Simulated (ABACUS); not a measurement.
Input and output of a self-consistent single point for AlN (P6_3mc, 4 atoms in the cell; from Materials Project mp-661) (ABACUS).

Computed with LDA (PW92), PseudoDojo 0.4 standard norm-conserving LDA (tails mended) pseudopotentials (plane waves; ABACUS).

```
CELL_PARAMETERS angstrom
      3.12859     0.00000     0.00000
     -1.56429     2.70944     0.00000
      0.00000     0.00000     5.01696
ATOMIC_POSITIONS crystal
  Al 0.66667 0.33333 0.49929
  Al 0.33333 0.66667 0.99929
  N  0.66667 0.33333 0.88071
  N  0.33333 0.66667 0.38071
```

Reference input (self-consistent single point, DFT, LDA (PW92), plane waves, PseudoDojo 0.4 standard norm-conserving LDA (tails mended) pseudopotentials): KPT = Gamma 8 8 5 0.5 0.5 0.5; basis_type = pw; dft_functional = PWLDA; ecutwfc = 84 Ry; smearing_method = fixed; potentials = PseudoDojo 0.4 standard norm-conserving LDA (tails mended); symmetry = 1; symmetry_prec = 1e-05; ks_solver = dav_subspace; scf_nmax = 100; scf_thr = 1.0e-09 Ry; mixing_type = broyden. This run's input differs from it in these lines:

```diff
@@ -6,3 +6,3 @@
 dft_functional       PWLDA
-ecutwfc              84.0
+ecutwfc              168.0
 symmetry             1
```

Output, abridged:

```
 SELF-CONSISTENT
 -------------------------------------------
                                 init_chg = atomic

 PW ALGORITHM --------------- ION=   1  ELEC=   1--------------------------------

 Density error is 1.17223798768
                          Error Threshold = 0.01
 E_KohnSham     -50.8738000909       -692.1735601495
 E_Fermi        0.2595515410         3.5313798820

 PW ALGORITHM --------------- ION=   1  ELEC=   2--------------------------------

 Density error is 0.955815985467
                          Error Threshold = 0.00732648742301
 E_KohnSham     -51.1840249206       -696.3943854945
   [... lines left out ...]

 Density error is 1.75795821485e-09
                          Error Threshold = 1.66326654413e-09
 E_KohnSham     -51.3711396450       -698.9402119263
 E_Fermi        0.4769454839         6.4891762163

 PW ALGORITHM --------------- ION=   1  ELEC=   9--------------------------------

 Density error is 4.07829960882e-11
                          Error Threshold = 1.09872388428e-11
 E_KohnSham     -51.3711396456       -698.9402119338
 E_KS(sigma->0) -51.3711396456       -698.9402119338
 E_entropy(-TS) 0.0000000000         0.0000000000
 E_Fermi        0.4769412250         6.4891182707
 charge density convergence is achieved
 final etot is -698.94021193 eV
 EFERMI = 6.4891182707 eV

 STATE ENERGY(eV) AND OCCUPATIONS    NSPIN == 1
   [... 15 lines left out ...]

 TOTAL-FORCE (eV/Angstrom)
                       Al1         0.0000000000         0.0000000000         0.0048119488
                       Al2         0.0000000000         0.0000000000         0.0048119488
                        N1         0.0000000000         0.0000000000        -0.0048119488
                        N2         0.0000000000         0.0000000000        -0.0048119488

 TOTAL-STRESS (KBAR)
       -90.8987757303         0.0000000000        -0.0000000000
         0.0000000000       -90.8988037789        -0.0000000000
         0.0000000000        -0.0000000000       -88.5958638221
 TOTAL-PRESSURE: -90.131148 KBAR

 --------------------------------------------
 !FINAL_ETOT_IS -698.9402119338020611 eV
 --------------------------------------------
```

The run converged in 9 iterations. Against the reference run the free energy falls by 1.3 meV/atom, the pressure moves little (-8.97 to -9.01 GPa) and the largest force stays at 0.005 eV/Å.

This run is one point of a test of settings, so its values need not be converged; read them against the reference run alone. The structure comes from a collection of computed structures, made at another level of theory; the collection holds predicted forms beside known ones.

Cost on one core: around 4 core-minutes (rough).

“Tails mended”: in these copies of the files the far tail of each local potential was reset to the Coulomb form.
